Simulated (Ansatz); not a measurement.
CuSe:
```
CELL_PARAMETERS angstrom
      3.98484     0.00000     0.00000
     -1.99242     3.45097     0.00000
      0.00000     0.00000    17.35956
ATOMIC_POSITIONS crystal
  Cu 0.33333 0.66667 0.75000
  Cu 0.66667 0.33333 0.25000
  Cu 0.33333 0.66667 0.10798
  Cu 0.66667 0.33333 0.60798
  Cu 0.33333 0.66667 0.39202
  Cu 0.66667 0.33333 0.89202
  Se 0.33333 0.66667 0.25000
  Se 0.66667 0.33333 0.75000
  Se 0.00000 0.00000 0.06924
  Se 0.00000 0.00000 0.56924
  Se 0.00000 0.00000 0.43076
  Se 0.00000 0.00000 0.93076
```

Relaxed with r²SCAN.

Q: Give the Bader charges and basin volumes of the independent atoms, r²SCAN (plane waves, PAW; program Ansatz).

A: 

```json
[
 {"atom": "Cu1", "Bader charge (e)": "+0.42", "Bader volume (Å³)": "15.5"},
 {"atom": "Cu3", "Bader charge (e)": "+0.45", "Bader volume (Å³)": "14.5"},
 {"atom": "Se7", "Bader charge (e)": "-0.67", "Bader volume (Å³)": "24.2"},
 {"atom": "Se9", "Bader charge (e)": "-0.33", "Bader volume (Å³)": "25.3"}
]
```

Space group P6_3/mmc. The workflow started from an entry of the Crystallography Open Database (COD). Its standing as an ambient phase is unchecked. The cell was relaxed with r²SCAN under the symmetry of its start; whether a distortion lowers the energy is not shown. The run is not spin-polarised.

Potentials: the later of the program's two PAW sets.
